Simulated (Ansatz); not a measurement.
The cell of Sr2AlPtC6N6 is invented: cyanide-bridged rock-salt net of two metals, 2 guest cations a cell (Fm-3m, No. 225). The dimensions are guesses.

```
Sr Al Pt C N
1.0
     0.00000    5.04950    5.04950
     5.04950    0.00000    5.04950
     5.04950    5.04950    0.00000
Sr Al Pt C N
2 1 1 6 6
Cartesian
  2.5248 2.5248 2.5248
  7.5743 7.5743 7.5743
  5.0495 5.0495 5.0495
  0.0000 0.0000 0.0000
  1.9170 5.0495 5.0495
  5.0495 1.9170 5.0495
  5.0495 5.0495 1.9170
  8.1820 5.0495 5.0495
  5.0495 8.1820 5.0495
  5.0495 5.0495 8.1820
  3.0870 5.0495 5.0495
  5.0495 3.0870 5.0495
  5.0495 5.0495 3.0870
  7.0120 5.0495 5.0495
  5.0495 7.0120 5.0495
  5.0495 5.0495 7.0120
```

Level of theory: DFT PBE, scalar-relativistic, plane waves, PAW in Ansatz. Cutoff 420 eV, Gaussian smearing, Γ-centred meshes. Cell and atoms relax first on a coarse mesh and then on a finer one. In between, the cell is made exact in the group found at 0.06 Å. In metals the finer mesh still leaves noise of several meV/atom or more. The steps can't lower the symmetry of their start. Collinear spin is switched on along the way, since trial moments persisted in a coarse test.

A guess keeps its type if space group and coordination stay and the shape of the cell changes little (axis ratios within about 15 %, angles within 6°); the volume may change.

Task: Will the relaxed cell still be of the starting type?

Result: It keeps its type. The symmetry stays Fm-3m (No. 225). The volume per atom grows by 21.5 %, from 16.1 to 19.5 Å³. The shortest distance goes from 1.17 Å (C–N) to 1.18 Å (C–N). Counting neighbours within 15 % of an atom's shortest distance, the start has Al 6, C 1, N 1, Pt 6, Sr 24 and the end Al 6, C 1, N 1, Pt 6, Sr 24.

The last run used collinear spin, a 6×6×6 mesh for its 16-atom cell and Gaussian smearing of 0.10 eV. Spin–orbit coupling, which can matter for Pt, is left out. The magnetic state reached may not be the lowest. Symmetry constrained the relaxation, so the result can be a saddle point.
